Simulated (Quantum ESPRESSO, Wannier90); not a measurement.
# Wannier functions of HgTe (zinc blende)

```
CELL_PARAMETERS angstrom
      0.00000     3.28999     3.28999
      3.28999     0.00000     3.28999
      3.28999     3.28999     0.00000
ATOMIC_POSITIONS crystal
  Hg 0.00000 0.00000 0.00000
  Te 0.75000 0.75000 0.75000
```

Cell from Materials Project (mp-2730), symmetrised, no further relaxation. COD (Crystallography Open Database) has the formula in 2 space groups, this one among them (matched by group alone). Method: PBEsol plane waves in Quantum ESPRESSO 7.5 (PseudoDojo norm-conserving files, 66 Ry, no spin polarisation, no spin-orbit coupling), Bloch states on a 8×8×8 mesh through Γ, Wannier90 4.0.1. Density: 8×8×8 mesh, Gaussian smearing 0.01 Ry. Spin-orbit coupling is left out although heavy elements are present.

The plane-wave run has 31 bands and 36 electrons a cell. On the energy scale of pw.x, whose zero is arbitrary, the Fermi level lies at 7.94 eV.

Isolated groups of bands, relative to the Fermi level (bands from 16 on overlap up to the last one computed):

```json
[
 {"bands": "1", "from (eV)": "-114.99", "to (eV)": "-114.99", "filling": "filled", "weight on atomic waves": "Hg 5s 100 %"},
 {"bands": "2–4", "from (eV)": "-63.26", "to (eV)": "-63.26", "filling": "filled", "weight on atomic waves": "Hg 5p 100 %"},
 {"bands": "5–9", "from (eV)": "-36.62", "to (eV)": "-36.61", "filling": "filled", "weight on atomic waves": "Te 4d 100 %"},
 {"bands": "10", "from (eV)": "-11.72", "to (eV)": "-11.03", "filling": "filled", "weight on atomic waves": "Te 5s 84 %, Hg 6s 8 %, Hg 5d 7 %"},
 {"bands": "11–15", "from (eV)": "-7.09", "to (eV)": "-6.09", "filling": "filled", "weight on atomic waves": "Hg 5d 93 %, Te 5p 4 %"}
]
```

Input w.win, without the blocks of cell, atoms and k-points (512 lines):

```
num_bands = 17
num_wann = 8
exclude_bands = 1-9,11-15
num_iter = 1000
conv_tol = 1.0e-6
conv_window = 4
dis_num_iter = 1000
dis_conv_tol = 1.0e-6
dis_froz_max = 9.44
dis_win_max = 15.48
write_hr = true
write_u_matrices = true
begin projections
f=-0.00942,0.00506,0.00950: s;p
f=-0.25023,-0.25384,-0.25816: s;p
end projections
mp_grid = 8 8 8
```

wannier90.x stops with:
```
dis_windows: Energy window contains fewer states than number of target WFs
```
At some k-point the outer window holds fewer bands than num_wann, so no subspace of that size can be extracted. Mended as below, all else unchanged, the run goes through (Ω_I = 18.0 Å²) and follows the plane-wave bands to 2.7 meV rms (states up to 1.0 eV relative to the Fermi level).
Remove the line dis_win_max = 15.48.
